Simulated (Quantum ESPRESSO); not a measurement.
pw.x input (Quantum ESPRESSO 7.5; PBEsol, PseudoDojo standard norm-conserving files, scalar-relativistic):

```
&CONTROL
  calculation = 'scf'
  pseudo_dir = './pseudo'
  outdir = './out'
  tprnfor = .true.
  tstress = .true.
/
&SYSTEM
  ibrav = 0
  nat = 2
  ntyp = 1
  ecutwfc = 82.0
  ecutrho = 328.0
  occupations = 'smearing'
  smearing = 'fd'
  degauss = 0.002
  nbnd = 8
  assume_isolated = '2D'
/
&ELECTRONS
  conv_thr = 2e-10
/
ATOMIC_SPECIES
C 12.0110 C.upf
CELL_PARAMETERS angstrom
  2.461744234319   0.000000000000   0.000000000000
 -1.230872117159   2.131933044540   0.000000000000
  0.000000000000   0.000000000000  13.000000000000
ATOMIC_POSITIONS crystal
C   0.000000000000   0.000000000000   0.000000000000
C   0.333333333333   0.666666666667   0.000000000000
K_POINTS automatic
12 12 1 0 0 0
```

End of the output:

```
     total energy              =     -24.01870439 Ry
     estimated scf accuracy    <       0.00000320 Ry
     total energy              =     -24.01870594 Ry
     estimated scf accuracy    <       0.00000009 Ry
     total energy              =     -24.01870598 Ry
     estimated scf accuracy    <          1.2E-09 Ry
[...]
     the Fermi energy is    -4.3111 ev
!    total energy              =     -24.01870598 Ry
     estimated scf accuracy    <          6.8E-11 Ry
     smearing contrib. (-TS)   =      -0.00007702 Ry
     internal energy E=F+TS    =     -24.01862897 Ry
     The total energy is F=E-TS. E is the sum of the following terms:
     one-electron contribution =    -216.83177646 Ry
     hartree contribution      =     109.13878064 Ry
     xc contribution           =      -8.50755933 Ry
     ewald contribution        =      92.18192618 Ry
     convergence has been achieved in   7 iterations
     Forces acting on atoms (cartesian axes, Ry/au):
     atom    1 type  1   force =    -0.00000000    0.00000000    0.00000000
     atom    2 type  1   force =     0.00000000   -0.00000000    0.00000000
     Total force =     0.000000     Total SCF correction =     0.000000
```

Geometry relaxed with PBEsol.
